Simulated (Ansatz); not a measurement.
A relaxed cell of Al3BP4 is given with its symmetry left out. The cell was found from a structure generator's guess, not taken from experiment.

Method: Ansatz, DFT PBE, scalar-relativistic, plane waves, PAW. Cutoff 420 eV, Γ-centred mesh, Gaussian smearing, no spin polarisation.

```cif
data_structure
_symmetry_space_group_name_H-M 'P 1'
_symmetry_Int_Tables_number 1
_cell_length_a 5.2766
_cell_length_b 5.2766
_cell_length_c 5.2766
_cell_angle_alpha 90.000
_cell_angle_beta 90.000
_cell_angle_gamma 90.000
_cell_volume 146.92
loop_
_atom_site_label
_atom_site_type_symbol
_atom_site_fract_x
_atom_site_fract_y
_atom_site_fract_z
_atom_site_occupancy
Al1 Al 0.50000 0.00000 0.50000 1
Al2 Al 0.50000 0.50000 0.00000 1
Al3 Al 0.00000 0.50000 0.50000 1
B1 B 0.00000 0.00000 0.00000 1
P1 P 0.22591 0.77409 0.77409 1
P2 P 0.22591 0.22591 0.22591 1
P3 P 0.77409 0.77409 0.22591 1
P4 P 0.77409 0.22591 0.77409 1
```

Formation energies are uncorrected and refer to the elements' standard structures at the same level. The references include black phosphorus.

**Question.** What space group does it have?

**Answer.** P-43m (No. 215), with Al and B ordered on zinc blende sites. Conventional cell: a = 5.277 Å. Al has 4 P at 2.37 Å; B is surrounded by 4 P at 2.06 Å; P has 1 B at 2.06 Å and 3 Al at 2.37 Å.

**Question.** What is its formation energy per atom?

**Answer.** −0.421 eV/atom.

**Question.** Is it a metal?

**Answer.** No, the gap on the 6×6×6 mesh is 1.04 eV.

The last run used a 6×6×6 mesh for its 8-atom cell and Gaussian smearing of 0.02 eV. Kohn–Sham gaps at this level usually fall short of measured ones. The reference form of P is held partly by dispersion forces, which this level lacks. Symmetry constrained the relaxation, so the result can be a saddle point. Another cell of Al3BP4 relaxed alike, in I-42m, lies 47 meV/atom lower, so this cell isn't the stable form at this level.
